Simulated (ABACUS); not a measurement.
Energy against volume for Al₂Cu (I4/mcm, 6 atoms in the cell; from Materials Project mp-998): the cell is scaled uniformly, and the atoms keep their fractional positions.

```
CELL_PARAMETERS angstrom
     -2.99890     2.99890     2.39274
      2.99890    -2.99890     2.39274
      2.99890     2.99890    -2.39274
ATOMIC_POSITIONS crystal
  Al 0.84139 0.65861 0.50000
  Al 0.15861 0.34139 0.50000
  Al 0.65861 0.15861 0.81722
  Al 0.34139 0.84139 0.18278
  Cu 0.25000 0.25000 0.00000
  Cu 0.75000 0.75000 0.00000
```

Computed with PBE, PseudoDojo 0.5 standard norm-conserving PBE (tails mended) pseudopotentials (plane waves; ABACUS 3.10.1).

Held fixed: KPT = Gamma 5 5 5 0 0 0; basis_type = pw; ecutwfc = 92 Ry; smearing_method = fd; smearing_sigma = 0.00734986 Ry; potentials = PseudoDojo 0.5 standard norm-conserving PBE (tails mended); symmetry = 1; ks_solver = dav_subspace; scf_nmax = 100; scf_thr = 1.0e-09 Ry; mixing_type = broyden.

The structure comes from a collection of computed structures, made at another level of theory; the collection holds predicted forms beside known ones. No clean gap shows at this smearing width and mesh (spacing up to 0.34 Å⁻¹); the mesh is coarse for partly filled bands, so the values carry mesh errors.

```
V (Å³/atom)  V/V(base)  ΔF (meV/atom, from the lowest row)  pressure (GPa)
-----------  ---------  ----------------------------------  --------------
13.485           0.940                                46.8           12.09
13.772           0.960                                28.0            9.00
14.059           0.980                                14.4            6.23
14.202           0.990                                 9.4            4.95
14.346           1.000                                 5.5            3.73
14.489           1.010                                 2.7            2.58
14.633           1.020                                 0.9            1.49
14.920           1.040                                 0.0           -0.52
15.207           1.060                                 2.6           -2.33
```

Question: Estimate the equilibrium volume and the bulk modulus from these points.

Answer: A third-order Birch-Murnaghan fit gives V0 = 14.84 Å³/atom and B0 = 102 GPa (largest residual 0.00 meV/atom). V0 and B0 belong to these fixed fractional positions and this cell shape; relaxing them, where they are free, usually lowers B0.

“Tails mended”: in these copies of the files the far tail of each local potential was reset to the Coulomb form.
